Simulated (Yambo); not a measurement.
RPA spectrum of Ba$_{2}$MgWO$_{6}$ (space group Fm-3m, No. 225) on PBEsol bands in Yambo (4×4×4 mesh, 120 bands, 3 Ry local-field block, 0.2 eV broadening; field along x). CGrdSpXd merges neighbouring transition energies to save time; the report line [X-CG] gives the poles kept by one of the 4 MPI tasks, and where the merging fails may depend on that split.

```csv
CGrdSpXd asked (%),share reached (%),poles used (one task),static ε,largest change of Im ε (% of its maximum),rough time
100,100,2967,4.44,0.0,1
70,69,2075,4.44,0.1,within a factor of two
30,29,890,4.44,0.6,within a factor of two
15,1,42,4.59,60,within a factor of two
5,1,42,4.59,60,within a factor of two
```

All runs end normally. In the runs at 15 %, 5 % few poles are left or the spectrum changes by over a quarter of its peak, and no warning says so. Times are rough ratios from shared machines. The k mesh wasn't tested; the rows compare only with each other.

Spin-orbit coupling is not included.

Geometry of the Materials Project entry, not relaxed at this level; primitive cell a = 5.824 Å, b = 5.824 Å, c = 5.824 Å, α = 60.00°, β = 60.00°, γ = 60.00°.
